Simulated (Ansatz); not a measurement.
## Phonons of perovskite-structured LaTiO3

Method: PBEsol, scalar-relativistic; collinear spin; PAW, 420 eV, Gaussian smearing of 0.15 eV; code Ansatz; PAW files: Ansatz's generated set soft_2.

```
La Ti O
1.0
     3.90518    0.00000    0.00000
     0.00000    3.90518    0.00000
     0.00000    0.00000    3.90518
La Ti O
1 1 3
Direct
  0.00000 0.00000 0.00000
  0.50000 0.50000 0.50000
  0.00000 0.50000 0.50000
  0.50000 0.50000 0.00000
  0.50000 0.00000 0.50000
```

The start was a prototype's sites filled with these elements; the Crystallography Open Database holds the compound in this structure. The ideal cubic cell shuts out tilts of the octahedra, which such structures often take.

Moments typed, the run going on from the state of an earlier one (μB, in the order of the atoms): 0.0, 0.05, 0.0, 0.0, 0.0.

The moments died out.

Force constants come from finite displacements in a 2×2×2 supercell (the unit cell's 10×10×10 k-mesh, folded to it); the long-range dipole term is not included. Points in reciprocal vectors of this cell: Γ = (0.000, 0.000, 0.000), X = (0.000, 0.500, 0.000), M = (0.500, 0.500, 0.000), R = (0.500, 0.500, 0.500).

Task: Is the structure dynamically stable along this path, and where does the spectrum end?

Result: No: a branch is imaginary, down to 147i cm⁻¹ at R. The highest frequency is 764 cm⁻¹, at R. Points that don't fit the supercell are interpolated.

Frequencies at the named points (cm⁻¹, imaginary ones negative):
```tsv
point	ω (cm⁻¹)
Γ	0 0 0 73 73 73 252 252 252 366 366 366 635 635 635
X	42 42 133 143 143 251 251 272 279 339 339 446 624 624 661
M	-134 47 90 90 230 257 257 277 277 412 415 415 617 636 714
R	-147 -147 -147 89 89 89 389 389 389 396 396 396 658 658 764
```

The compound is known in this structure, so the unstable mode may be the calculation's: soft modes are sensitive to the volume, the k-mesh, the supercell and spin–orbit coupling, and real crystals can be held by temperature.

The crystal is a metal or nearly so; low and unstable modes depend on mesh and smearing.

It ran for 4.2 min on 4 threads of Intel(R) Xeon(R) Platinum 8488C (Sapphire Rapids) (shared host), peak memory 6 GiB.

Spin–orbit coupling, which matters for such heavy elements, is left out. Compounds of this kind are often insulators, so the metal found may come from the functional, which lacks a U or exact exchange, or from the structure. No antiparallel order was tried, and in such compounds it can hold moments and open a gap where a parallel start collapses.
